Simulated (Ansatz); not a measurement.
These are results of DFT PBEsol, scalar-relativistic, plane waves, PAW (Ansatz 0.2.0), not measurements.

Structure of TaO₂:

```
Ta O
1.0
     4.95094    0.00000    0.00000
     0.00000    4.95094    0.00000
     0.00000    0.00000    2.85082
Ta O
2 4
Direct
  0.00000 0.00000 0.50000
  0.50000 0.50000 0.00000
  0.71344 0.28656 0.50000
  0.28656 0.71344 0.50000
  0.21344 0.21344 0.00000
  0.78656 0.78656 0.00000
```

Settings: cutoff 420 eV, Γ-centred mesh 8×8×12 on the computed 6-atom cell, Gaussian smearing of 0.10 eV; no spin polarisation.

Levels along Γ–X–M–Γ–Z–R–A–Z | X–R | M–A, in eV from the Fermi level, sorted by energy at each point. Points in fractions of the primitive reciprocal vectors: Γ (0.000 0.000 0.000), X (0.000 0.500 0.000), M (0.500 0.500 0.000), Z (0.000 0.000 0.500), R (0.000 0.500 0.500), A (0.500 0.500 0.500).
```tsv
point	k (1/Å, with 2π)	band 22	band 23	band 24	band 25	band 26	band 27	band 28
Γ	0.000	-4.04	-3.76	-3.26	-1.76	-1.38	0.45	1.75
-	0.091	-4.08	-3.79	-3.28	-1.70	-1.33	0.51	1.79
-	0.181	-4.16	-3.86	-3.34	-1.55	-1.22	0.68	1.88
-	0.272	-4.23	-3.98	-3.43	-1.34	-1.07	0.93	2.02
-	0.363	-4.24	-4.12	-3.56	-1.14	-0.94	1.22	2.19
-	0.453	-4.25	-4.20	-3.70	-0.97	-0.83	1.56	2.36
-	0.544	-4.38	-4.11	-3.85	-0.84	-0.78	1.92	2.49
X	0.634	-4.48	-3.99	-3.99	-0.78	-0.78	2.29	2.29
-	0.725	-4.46	-4.04	-4.04	-0.81	-0.81	2.31	2.31
-	0.816	-4.41	-4.17	-4.17	-0.90	-0.90	2.38	2.38
-	0.906	-4.37	-4.33	-4.33	-1.05	-1.05	2.24	2.24
-	0.997	-4.59	-4.24	-4.24	-1.23	-1.23	2.08	2.08
-	1.088	-4.76	-4.16	-4.16	-1.41	-1.41	1.94	1.94
-	1.178	-4.79	-4.11	-4.11	-1.55	-1.55	1.85	1.85
M	1.269	-4.76	-4.09	-4.09	-1.61	-1.61	1.81	1.81
-	1.397	-4.64	-4.17	-4.09	-1.60	-1.41	1.81	1.94
-	1.526	-4.34	-4.31	-4.08	-1.59	-1.06	1.80	2.25
-	1.654	-4.51	-4.06	-3.94	-1.58	-0.82	1.79	1.84
-	1.782	-4.58	-4.01	-3.63	-1.58	-0.81	1.35	1.78
-	1.910	-4.32	-3.92	-3.41	-1.61	-1.01	0.90	1.77
-	2.038	-4.12	-3.81	-3.30	-1.68	-1.27	0.57	1.76
Γ	2.167	-4.04	-3.76	-3.26	-1.76	-1.38	0.45	1.75
-	2.324	-4.11	-4.04	-3.28	-1.54	-1.17	0.43	1.63
-	2.481	-4.34	-4.34	-3.35	-0.97	-0.63	0.40	1.39
-	2.639	-4.68	-4.68	-3.52	-0.17	0.19	0.40	1.23
-	2.796	-4.63	-4.63	-3.83	0.49	0.86	1.17	1.17
-	2.954	-4.55	-4.55	-4.30	0.73	1.15	1.15	2.10
-	3.111	-4.89	-4.52	-4.52	1.10	1.15	1.15	2.10
Z	3.268	-5.54	-4.51	-4.51	1.15	1.15	1.57	1.57
-	3.359	-5.50	-4.54	-4.54	1.00	1.00	1.68	1.68
-	3.450	-5.37	-4.60	-4.60	0.70	0.70	1.84	1.84
-	3.540	-5.18	-4.69	-4.69	0.36	0.36	1.97	1.97
-	3.631	-5.02	-4.74	-4.74	0.02	0.02	2.08	2.08
-	3.722	-5.06	-4.58	-4.58	-0.28	-0.28	2.15	2.15
-	3.812	-5.11	-4.41	-4.41	-0.49	-0.49	2.19	2.19
R	3.903	-5.11	-4.34	-4.34	-0.57	-0.57	2.20	2.20
-	3.994	-5.11	-4.33	-4.33	-0.53	-0.53	2.17	2.17
-	4.084	-5.02	-4.30	-4.30	-0.41	-0.41	2.07	2.07
-	4.175	-4.90	-4.23	-4.23	-0.23	-0.23	1.91	1.91
-	4.266	-4.81	-4.14	-4.14	0.00	0.00	1.70	1.70
-	4.356	-4.75	-4.04	-4.04	0.26	0.26	1.46	1.46
-	4.447	-4.72	-3.96	-3.96	0.51	0.51	1.22	1.22
A	4.538	-4.71	-3.94	-3.94	0.67	0.67	1.07	1.07
-	4.666	-4.70	-4.01	-3.98	0.31	0.59	1.09	1.47
-	4.794	-4.67	-4.24	-4.11	-0.04	0.45	1.16	1.95
-	4.922	-4.63	-4.62	-4.35	-0.15	0.40	1.25	2.27
-	5.050	-4.95	-4.73	-4.56	-0.01	0.52	1.36	2.37
-	5.178	-5.10	-4.82	-4.54	0.34	0.77	1.47	2.22
-	5.307	-5.41	-4.60	-4.52	0.80	1.03	1.55	1.88
Z	5.435	-5.54	-4.51	-4.51	1.15	1.15	1.57	1.57
X	5.435	-4.48	-3.99	-3.99	-0.78	-0.78	2.29	2.29
-	5.592	-4.80	-3.92	-3.92	-0.59	-0.59	2.07	2.07
-	5.750	-5.26	-3.91	-3.91	-0.12	-0.12	1.63	1.63
-	5.907	-5.18	-3.98	-3.98	0.44	0.44	1.23	1.23
-	6.065	-5.07	-4.12	-4.12	0.31	0.31	1.73	1.73
-	6.222	-4.98	-4.28	-4.28	-0.12	-0.12	2.26	2.26
-	6.380	-4.98	-4.35	-4.35	-0.45	-0.45	2.22	2.22
R	6.537	-5.11	-4.34	-4.34	-0.57	-0.57	2.20	2.20
M	6.537	-4.76	-4.09	-4.09	-1.61	-1.61	1.81	1.81
-	6.694	-4.80	-4.36	-4.36	-1.38	-1.38	1.68	1.68
-	6.852	-4.98	-4.78	-4.78	-0.80	-0.80	1.38	1.38
-	7.009	-5.35	-4.47	-4.47	0.04	0.04	1.10	1.10
-	7.167	-5.20	-4.22	-4.22	0.89	0.89	1.14	1.14
-	7.324	-4.96	-4.05	-4.05	0.76	0.76	1.43	1.43
-	7.481	-4.78	-3.96	-3.96	0.69	0.69	1.17	1.17
A	7.639	-4.71	-3.94	-3.94	0.67	0.67	1.07	1.07
```

Spin-orbit coupling is left out, which matters for the bands of heavy elements.